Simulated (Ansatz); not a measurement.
Y: energy along a strain

Y, P6_3/mmc, a = 3.598 Å, c = 5.586 Å. Ansatz: PBEsol, PAW, 420 eV, Γ-centred 18×18×12 mesh on 2 atoms, Gaussian smearing 0.15 eV; no spin polarisation. Cell vectors (Å): 3.598 0.000 0.000; -1.799 3.116 0.000; 0.000 0.000 5.586. The cell is strained by x per cent times the pattern (0 0 0 0 0 1) in the order xx yy zz yz xz xy (engineering shears), with fractional coordinates held. y is the free energy over the start, V0 = 31.303 Å³/atom. Symmetry makes y even in x. Points with a strain past 8.5 % were computed too (2) and aren't used here.

| x (%) | y (meV/atom) |
| --- | --- |
| -5.00 | 7.52 |
| 0.00 | 0.00 |
| 2.50 | 1.89 |
| 6.25 | 11.72 |
| 7.50 | ? |

Task: Fit y = c2 x² + c4 x⁴ to the other rows, get the stiffness along the pattern, and predict the missing energy.

Result: Least squares on the rows shown. y = 0.30236 x² − 5.9933×10⁻⁵ x⁴. The clamped-ion stiffness p·C·p = 2 × 3.024 eV × 160.2 / 31.303 Å³ = 31 GPa, which is C66 in these axes. At x = 7.50 the fit asked for gives 16.82 meV/atom. The run gave 16.83 meV/atom, so the fit is 0.01 meV/atom too low, a small miss on the scale of the series.

Cost: 7 runs of about 4.4 core-minutes in all, on Arm Neoverse V2 (shared hosts).